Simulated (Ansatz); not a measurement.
The calculation used Ansatz 0.2.0, DFT PBE, scalar-relativistic, plane waves, PAW. All cells share a 420 eV cutoff and Γ-centred k meshes spaced about 0.3 Å⁻¹ or finer (0.25 for metals, 2π included). No spin polarisation.

These are static total energies at zero pressure.

Two relaxed structures of Sn₂PbO₃:

A.

Space group P4/nmm:1 (No. 129). a = 3.923 Å, b = 3.923 Å, c = 15.888 Å, α = 90.00°, β = 90.00°, γ = 90.00°
```csv
atom,site,symmetry,x,y,z
Sn,2c,4mm,0.0000,0.5000,0.7548
Sn,2c,4mm,0.5000,0.0000,0.9282
Pb,2c,4mm,0.5000,0.0000,0.6049
O,4f,2mm.,0.5000,0.5000,0.6833
O,2a,-4m2,0.5000,0.5000,0.0000
```

B.

Space group P4/nmm:1 (No. 129). a = 3.925 Å, b = 3.925 Å, c = 15.885 Å, α = 90.00°, β = 90.00°, γ = 90.00°
```json
{"atom": "Sn", "site": "2c", "symmetry": "4mm", "x": "0.5000", "y": "0.0000", "z": "0.5857"}
{"atom": "Sn", "site": "2c", "symmetry": "4mm", "x": "0.0000", "y": "0.5000", "z": "0.7295"}
{"atom": "Pb", "site": "2c", "symmetry": "4mm", "x": "0.5000", "y": "0.0000", "z": "0.9220"}
{"atom": "O", "site": "4f", "symmetry": "2mm.", "x": "0.5000", "y": "0.5000", "z": "0.6576"}
{"atom": "O", "site": "2a", "symmetry": "-4m2", "x": "0.5000", "y": "0.5000", "z": "0.0000"}
```

Question: Which arrangement of the elements on these sites is preferred, and by what margin?

Answer: They are level within the accuracy (2 meV/atom apart, with A the lower in these runs). The two share one framework of sites and differ in which element sits where. A has space group P4/nmm (No. 129), 20.4 Å³/atom and a gap of 0.85 eV on its mesh; B has space group P4/nmm (No. 129), 20.4 Å³/atom and a gap of 0.95 eV. Counting O atoms around Pb and Sn (those within 1.25 times the shortest such distance or 1.15 times the sum of covalent radii, 1.27 where that leaves under three), A and B both have Sn 4, Pb 4. Both come from invented guesses. The lowest form computed isn't among them: it has space group Pmmn (No. 59), 20.0 Å³/atom and lies 24 meV/atom below the best shown.

Weakly bound directions are ill-defined at this level, which has no dispersion term (P4/nmm at 20.4 Å³/atom), and this can change margins and order among such cells. These runs have no spin–orbit coupling, which can matter for Pb. Kohn–Sham gaps at this level usually fall short of measured ones. The missing spin–orbit coupling can work the other way here.
